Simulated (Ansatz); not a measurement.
System: Ge (diamond type), 2 atoms in the cell.

All numbers below come from PBE, plane waves, PAW datasets (generated soft set 1) in Ansatz 0.2.0 development build.

Cutoff 420 eV; k-mesh 6×6×6 Γ-centred; Fermi–Dirac smearing of 0.02 eV; no spin polarisation.

```
Ge
1.0
     0.00000    2.88000    2.88000
     2.88000    0.00000    2.88000
     2.88000    2.88000    0.00000
Ge
2
Direct
  0.00000 0.00000 0.00000
  0.25000 0.25000 0.25000
```

(1) What pressure does the calculation give?

## Answers

(1) The pressure is 0.17 GPa, so at these settings the cell is compressed and would expand.

The stress includes the program's correction for the finite plane-wave basis.

The k-mesh is modest, so these values aren't fully converged in k.
